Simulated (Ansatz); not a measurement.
## Si2Mo: field gradients at two levels of theory

Cell: a COD entry, its atoms then relaxed with PBE in this cell.

```
CELL_PARAMETERS angstrom
-1.60000 1.60000 3.93050
1.60000 -1.60000 3.93050
1.60000 1.60000 -3.93050
ATOMIC_POSITIONS crystal
Si 0.33493 0.33493 0.00000
Si 0.66507 0.66507 0.00000
Mo 0.00000 0.00000 0.00000
```

Sites (sets of like atoms) are named by element and the number of their first atom in this list.

First run. The numbers come from a DFT calculation in Ansatz (PBE, plane waves and PAW, scalar-relativistic, 420 eV cutoff, Γ-centred 20×20×20 k-points, Fermi–Dirac smearing 0.05 eV).

| site | atom | V_zz (10²¹ V/m²) | η |
| --- | --- | --- | --- |
| Si | 1 | -1.08 | 0.00 |
| Mo | 3 | -5.84 | 0.00 |

Second run. The same atoms and settings, except that the functional is r2SCAN and the cutoff is 500 eV.

(1) Given the first result, estimate the second.

Answers

(1) 

```csv
site,atom,V_zz,η,change of V_zz
Si,1,-1.11,0.00,-0.03
Mo,3,-5.98,0.00,-0.14
```

The largest change of V_zz is on Mo, from -5.84 to -5.98. In per cent, |V_zz| changes by +2 on Mo (all sites that start above 2).

With no gap above 0.1 eV, as in a metal, the gradients converge slowly in k; expect changes of a tenth or more on a denser mesh. Without spin–orbit coupling (the program notes it for Mo) the gradients can shift somewhat, as the gap is small.
